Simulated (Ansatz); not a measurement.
Relaxation path: hcp Ru (10-10), 6 layers

DFT, PBE, PAW with Ansatz's default frozen-core files, scalar-relativistic (Ansatz 0.2.0); a Γ-centred 12×8×1 k mesh, Fermi–Dirac smearing of 0.1 eV, no spin polarisation. The run relaxes the atoms in the fixed cell.

Command: `ansatz run input.yaml --threads 2 --pin off --max-ram 4096MiB --backend cpu --events-out ev --progress --plain --runs-dir out` It took 57 s on 2 threads of Intel(R) Xeon(R) 6975P-C (Granite Rapids), with other jobs on the host, peak memory 0.75 GiB.

```yaml
crystal:
  lattice:
    - [2.7211623488, 0.0, 0.0]
    - [0.0, 4.2959980363, 0.0]
    - [0.0, 0.0, 21.4987]
  atoms:
    - { symbol: Ru, position: [0.75, 0.75, 0.37211498] }
    - { symbol: Ru, position: [0.25, 0.25, 0.4086535574] }
    - { symbol: Ru, position: [0.25, 0.75, 0.4817307113] }
    - { symbol: Ru, position: [0.75, 0.25, 0.5182692887] }
    - { symbol: Ru, position: [0.75, 0.75, 0.5913464426] }
    - { symbol: Ru, position: [0.25, 0.25, 0.62788502] }
kpoints:
  mp_grid: { grid: [12, 8, 1] }
scf:
  occupations: { method: fermi_dirac, width: 0.1 }
hamiltonian:
  xc: pbe
  pseudopotentials: { kind: paw }
output:
  forces: true
  stress: true
  eigenvalues: true
  write_density: true
  write_potential: true
  elf: true
  volumetric_format: npy
relax:
  f_tol: 0.01
  max_steps: 40
efield:
  axis: 3
  amplitude: 0
  dipole_correction: true
```

Each step lists its free energy a cell above the last geometry, and Cartesian positions (Å) with forces (eV/Å).

The first step:

```
step 1  dF = 141.44 meV
  Ru 2.0409 3.2220 8.0000   0.0000 0.0000 1.0067
  Ru 0.6803 1.0740 8.7855   0.0000 0.0000 -0.2039
  Ru 0.6803 3.2220 10.3566   0.0000 0.0000 0.0033
  Ru 2.0409 1.0740 11.1421   0.0000 0.0000 -0.0032
  Ru 2.0409 3.2220 12.7132   0.0000 0.0000 0.2039
  Ru 0.6803 1.0740 13.4987   0.0000 0.0000 -1.0067
```

**Question.** Where does the relaxation end, and by which steps?

**Answer.** After 5 geometries, with a shortest distance of 2.623 Å. The further steps:
```
step 2  dF = 40.28 meV
  Ru 2.0409 3.2220 8.1952   0.0000 0.0000 -0.5287
  Ru 0.6803 1.0740 8.8013   0.0000 0.0000 -0.2205
  Ru 0.6803 3.2220 10.4009   0.0000 0.0000 -0.1304
  Ru 2.0409 1.0740 11.0978   0.0000 0.0000 0.1304
  Ru 2.0409 3.2220 12.6974   0.0000 0.0000 0.2205
  Ru 0.6803 1.0740 13.3035   0.0000 0.0000 0.5287
step 3  dF = 0.30 meV
  Ru 2.0409 3.2220 8.1344   0.0000 0.0000 -0.0112
  Ru 0.6803 1.0740 8.7829   0.0000 0.0000 -0.0503
  Ru 0.6803 3.2220 10.3816   0.0000 0.0000 -0.0199
  Ru 2.0409 1.0740 11.1171   0.0000 0.0000 0.0199
  Ru 2.0409 3.2220 12.7158   0.0000 0.0000 0.0503
  Ru 0.6803 1.0740 13.3643   0.0000 0.0000 0.0112
step 4  dF = 0.07 meV
  Ru 2.0409 3.2220 8.1314   0.0000 0.0000 -0.0007
  Ru 0.6803 1.0740 8.7757   0.0000 0.0000 0.0256
  Ru 0.6803 3.2220 10.3792   0.0000 0.0000 0.0144
  Ru 2.0409 1.0740 11.1195   0.0000 0.0000 -0.0144
  Ru 2.0409 3.2220 12.7230   0.0000 0.0000 -0.0256
  Ru 0.6803 1.0740 13.3673   0.0000 0.0000 0.0007
step 5  dF = 0.00 meV
  Ru 2.0409 3.2220 8.1320   0.0000 0.0000 -0.0006
  Ru 0.6803 1.0740 8.7781   0.0000 0.0000 -0.0002
  Ru 0.6803 3.2220 10.3801   0.0000 0.0000 0.0008
  Ru 2.0409 1.0740 11.1186   0.0000 0.0000 -0.0008
  Ru 2.0409 3.2220 12.7206   0.0000 0.0000 0.0002
  Ru 0.6803 1.0740 13.3667   0.0000 0.0000 0.0006
```
